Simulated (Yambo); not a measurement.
Yambo run on SrCaI4 (space group P2/m, No. 10). The wavefunctions are PBEsol (pw.x of Quantum ESPRESSO, ONCV potentials, without SOC) ones on a 2×2×1 mesh (24 occupied bands); a = 6.909 Å, b = 4.568 Å, c = 7.947 Å, α = γ = 90.00°, β = 90.16°.

Yambo input:

```
rim_cut
gw0
dyson
el_el_corr
HF_and_locXC
ppa
em1d
RandQpts= 1000000
RandGvec= 1 Ry
EXXRLvcs= 70 Ry
VXCRLvcs= 280 Ry
Chimod= "HARTREE"
% BndsRnXp
 1 | 373 |
%
NGsBlkXp= 1 Ry
% LongDrXp
 1.0 | 1.0 | 1.0 |
%
PPAPntXp= 27.2114 eV
% GbndRnge
 1 | 373 |
%
GTermKind= "BG"
DysSolver= "n"
ExtendOut
% QPkrange
 1 | 1 | 24 | 25 |
%
```

k points by index: 1 = Γ.

Table of the .qp output:

```
#    K-point    Band    Eo [eV]    E [eV]    E-Eo [eV]    Vxc [eV]    Vnlxc [eV]    Sc|Eo [eV]    Sc|E [eV]    dSc/dw|Eo [eV]    Re(Z)    Im(Z)
#
    1    24    0.000000    -0.595362    -0.595362    -11.49227    -14.22310    2.020657    2.135471    -5.246614    0.838355    -0.001368
    1    25    3.380257    4.564209    1.183953    -9.214130    -4.541536    -3.259592    -3.488642    -5.263688    0.837914    -0.001334
```
(The two width columns are left out.) Convergence of these settings isn't established.

Geometry relaxed with PBE+D3(BJ).

The structure is a Materials Project entry; no match was found in the copy of COD used, and its stability was not checked.
